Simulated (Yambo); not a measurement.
A free-standing Cu2SO4 monolayer (symmetry C222, slab cell 14.8 Å high); a = 4.485 Å, b = 5.745 Å, c = 14.800 Å, α = 90.00°, β = 90.00°, γ = 112.97°. With the G0W0 scissor the direct gap on the mesh is 5.65 eV. x lies along the first cell vector.

Task: Does this run resolve the lowest exciton, and if so, what are its energy and binding? (Yambo, PBEsol bands; 6×6×1 mesh, 18 valence and 13 conduction bands, static screening with 103 bands and a 3 Ry block, scissor 3.18 eV, Tamm-Dancoff, stochastic integration of W near q = 0.)

Result: The mesh holds a bound state, but the numbers are provisional. These are vertical excitations (zero momentum); the indirect quasiparticle gap, about 5.24 eV, is smaller than the direct one (5.65 eV on the GW mesh). The lowest state lies at 3.05 eV (strong for light along x), the direct quasiparticle gap on this mesh at 5.65 eV. Its binding energy, counted from that gap, is 2.59 eV; it spreads over about 34 k points of the mesh. Convergence with the mesh was not shown. The scissor comes from a G0W0 run whose convergence isn't established. The 3d shell has no Hubbard U; the runs are without spin polarisation, and magnetic order was not tried.

Geometry relaxed with PBEsol.

This is a model layer cut from the bulk structure; whether it is stable on its own was not checked.

With a shallow 3d shell G0W0 needs far more bands and larger blocks than here, so the scissor is uncertain by tenths of an eV or more.
